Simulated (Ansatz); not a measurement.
CdTe:
```cif
data_Cd2Te2
_chemical_formula_sum 'Cd2 Te2'
_space_group_name_H-M_alt 'P63mc'
_space_group_IT_number 186
_space_group_name_Hall 'P 6c -2c'
_cell_length_a 4.63260
_cell_length_b 4.63260
_cell_length_c 7.59637
_cell_angle_alpha 90.000
_cell_angle_beta 90.000
_cell_angle_gamma 120.000
loop_
_atom_site_label
_atom_site_type_symbol
_atom_site_symmetry_multiplicity
_atom_site_Wyckoff_symbol
_atom_site_fract_x
_atom_site_fract_y
_atom_site_fract_z
_atom_site_occupancy
Cd1 Cd 2 b 0.33333 0.66667 0.00029 1
Te1 Te 2 b 0.33333 0.66667 0.37471 1
```

Relaxed with r²SCAN.

Q: Which orbitals make up the states near the band edges in r²SCAN in the plane-wave PAW code Ansatz?

A: Top 1 eV of the valence band: Te 5p 92 %. Bottom 1 eV of the conduction band: Cd 5s 57 %, Te 5p 22 %, Te 5s 17 %. Projections are on Löwdin-orthogonalised atomic valence shells; empty p or d shells of many metals are not among them.

Q: Tabulate the density of states.

A: States/eV per cell of 4 atoms, in 0.25 eV bins, energy from the valence-band maximum.

| E (eV) | total | Te 5p | Cd 5s | Cd 4d |
|---|---|---|---|---|
| -7.85 | 8.47 | 0.08 | 0.15 | 7.19 |
| -7.60 | 1.95 | 0.01 | 0.01 | 1.61 |
| -7.35 | 0.00 | 0.00 | 0.00 | 0.00 |
| -7.10 | 0.00 | 0.00 | 0.00 | 0.00 |
| -6.85 | 0.00 | 0.00 | 0.00 | 0.00 |
| -6.60 | 0.00 | 0.00 | 0.00 | 0.00 |
| -6.35 | 0.00 | 0.00 | 0.00 | 0.00 |
| -6.10 | 0.00 | 0.00 | 0.00 | 0.00 |
| -5.85 | 0.00 | 0.00 | 0.00 | 0.00 |
| -5.60 | 0.00 | 0.00 | 0.00 | 0.00 |
| -5.35 | 0.00 | 0.00 | 0.00 | 0.00 |
| -5.10 | 0.00 | 0.00 | 0.00 | 0.00 |
| -4.85 | 0.00 | 0.00 | 0.00 | 0.00 |
| -4.60 | 0.00 | 0.00 | 0.00 | 0.00 |
| -4.35 | 0.28 | 0.17 | 0.10 | 0.00 |
| -4.10 | 5.68 | 3.39 | 2.10 | 0.05 |
| -3.85 | 2.90 | 1.74 | 0.95 | 0.05 |
| -3.60 | 2.27 | 1.37 | 0.68 | 0.05 |
| -3.35 | 1.29 | 0.78 | 0.35 | 0.04 |
| -3.10 | 0.93 | 0.57 | 0.23 | 0.03 |
| -2.85 | 0.84 | 0.57 | 0.16 | 0.03 |
| -2.60 | 2.03 | 1.73 | 0.14 | 0.04 |
| -2.35 | 2.25 | 1.94 | 0.13 | 0.05 |
| -2.10 | 2.93 | 2.60 | 0.11 | 0.07 |
| -1.85 | 3.55 | 3.20 | 0.09 | 0.08 |
| -1.60 | 4.03 | 3.65 | 0.08 | 0.10 |
| -1.35 | 4.64 | 4.22 | 0.06 | 0.13 |
| -1.10 | 5.98 | 5.49 | 0.05 | 0.17 |
| -0.85 | 4.18 | 3.84 | 0.03 | 0.13 |
| -0.60 | 2.39 | 2.20 | 0.01 | 0.08 |
| -0.35 | 1.40 | 1.30 | 0.00 | 0.05 |
| -0.10 | 0.43 | 0.41 | 0.00 | 0.02 |
| 0.15 | 0.00 | 0.00 | 0.00 | 0.00 |
| 0.40 | 0.00 | 0.00 | 0.00 | 0.00 |
| 0.65 | 0.00 | 0.00 | 0.00 | 0.00 |
| 0.90 | 0.00 | 0.00 | 0.00 | 0.00 |
| 1.15 | 0.00 | 0.00 | 0.00 | 0.00 |
| 1.40 | 0.01 | 0.00 | 0.00 | 0.00 |
| 1.65 | 0.03 | 0.00 | 0.02 | 0.00 |
| 1.90 | 0.08 | 0.02 | 0.04 | 0.00 |
| 2.15 | 0.16 | 0.04 | 0.09 | 0.00 |
| 2.40 | 0.41 | 0.11 | 0.22 | 0.00 |
| 2.65 | 1.78 | 0.45 | 0.80 | 0.00 |
| 2.90 | 3.46 | 0.92 | 1.46 | 0.01 |
| 3.15 | 4.43 | 1.23 | 1.83 | 0.01 |
| 3.40 | 2.79 | 0.83 | 1.15 | 0.00 |
| 3.65 | 1.68 | 0.50 | 0.64 | 0.00 |
| 3.90 | 0.99 | 0.28 | 0.34 | 0.00 |
| 4.15 | 0.42 | 0.09 | 0.11 | 0.00 |
| 4.40 | 2.30 | 0.26 | 0.26 | 0.00 |
| 4.65 | 5.62 | 0.36 | 0.31 | 0.01 |
| 4.90 | 2.98 | 0.22 | 0.24 | 0.00 |
| 5.15 | 3.09 | 0.19 | 0.18 | 0.00 |
| 5.40 | 2.12 | 0.10 | 0.08 | 0.00 |

Space group P6_3mc (wurtzite). The workflow started from a Materials Project entry (that database holds measured and hypothetical structures alike); the Crystallography Open Database copy checked does not list it. It is not the phase usual at ambient conditions (space group No. 216). Symmetry was held in the r²SCAN relaxation; of distortions, only those at the zone centre were tested. Scalar-relativistic: spin–orbit coupling is off unless named, which matters more the heavier the elements.

Potentials: the earlier of the program's two PAW sets.
